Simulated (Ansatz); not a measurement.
Input and command of a plane-wave DFT calculation in Ansatz:

```yaml
crystal:
  lattice:
    - [4.4763182673, 0.0, 0.0]
    - [0.0, 4.4763182673, 0.0]
    - [0.0, 0.0, 4.4763182673]
  atoms:
    - { symbol: O, position: [0.0, 0.0, 0.0] }
    - { symbol: H, position: [0.5, 0.5, 0.5] }
    - { symbol: Au, position: [0.5, 0.5, 0.0] }
    - { symbol: Au, position: [0.5, 0.0, 0.5] }
    - { symbol: Au, position: [0.0, 0.5, 0.5] }
basis:
  ecutwfc: 420
kpoints:
  mp_grid: { grid: [4, 4, 4] }
hamiltonian:
  xc: pbe
scf:
  occupations: { method: gaussian, width: 0.05 }
output:
  forces: true
  stress: true
  eigenvalues: true
```

```bash
ansatz run input.yaml --threads 1 --pin off --max-ram 1228MiB --backend cpu --events-out ev --progress --plain --runs-dir out
```

Processor: Intel(R) Xeon(R) Platinum 8488C (Sapphire Rapids), 1 thread, on a host shared with other jobs.

Q: How long does it run, and how much memory does it take?

A: About 1.2 s on 1 thread of Intel(R) Xeon(R) Platinum 8488C (Sapphire Rapids) (shared host), peak memory 0.46 GiB. It solves 39 bands at 10 k points (the mesh reduced by the symmetry that the task leaves, which can be less than the crystal's) with about 1743 plane waves, in 7 SCF iterations.
